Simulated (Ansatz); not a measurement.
GaCo (CsCl type, Pm-3m), DFT-PBEsol in the program Ansatz with PAW potentials, all energies at zero smearing, with the estimated change up to a 700 eV cutoff added, with one set of potentials and settings (totals compare only within such a set). Cell of 2 atoms (1 Co, 1 Ga): -8836.862 eV.

| element | reference phase | E (eV/atom) |
|---|---|---|
| Co | P6_3/mmc, 2 atoms in the cell, spin-polarised | -5092.9959 |
| Ga | Cmce, 4 atoms in the cell | -3743.2031 |

Formation energy per atom, worked out: (-8836.862 − 1×(-5092.9959) − 1×(-3743.2031))/2 = -0.332 eV/atom (-32 kJ per mol of atoms), at 0 K, without zero-point energy or fitted corrections.

Symmetry was held in the PBEsol relaxation; of distortions, only those at the zone centre were tested. The workflow began spin-polarised and lost its moments. The references are the lowest solids computed at this level, not always the standard phases.

Potentials: the later of the program's two PAW sets.
